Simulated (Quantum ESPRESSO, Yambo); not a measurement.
# Levels of theory for the gap of WS2

WS2 (space group P6_3/mmc, No. 194): one geometry, one set of norm-conserving PBEsol (Quantum ESPRESSO, 74 Ry, with spin-orbit coupling) orbitals, self-energies from Yambo (6×6×1 Γ-centred k mesh, bands 9 to 258 and a 6 Ry block in the screening, 258 bands in G with the Bruneval-Gonze terminator, plasmon pole fitted at 27.2 eV).

The geometry is that of Materials Project entry mp-224, symmetrised and not relaxed again.

| level | gap Γ → (0.167, 0.167, 0) (eV) | direct gap at K (eV) | rough Yambo cost |
|---|---|---|---|
| PBEsol (Quantum ESPRESSO) | 1.13 | 1.52 | – |
| exchange only (Hartree-Fock self-energy on PBEsol orbitals) | 5.62 | 6.10 | about 1/9 (11 states) |
| static COHSEX@PBEsol | 1.71 | 2.32 | within a factor of two (4 states) |
| G0W0@PBEsol, plasmon pole | 1.49 | 2.11 | 1 (11 states) |

Bare exchange has no screening and gives the widest gap; static COHSEX screens it but leaves out the frequency dependence, which G0W0 restores.

Costs are rough ratios of core time on shared machines.

Nearest settings tried, and what they do to the gap: 3 Ry block (79 vectors against 205): -61 meV. Not varied: bands in G, bands in W, mesh. So the settings aren't converged at that level.

The distance between layers or molecules is the database entry's, not relaxed here. Functionals without dispersion can leave it too large, which widens gaps and weakens the response across layers: the numbers belong to this cell.
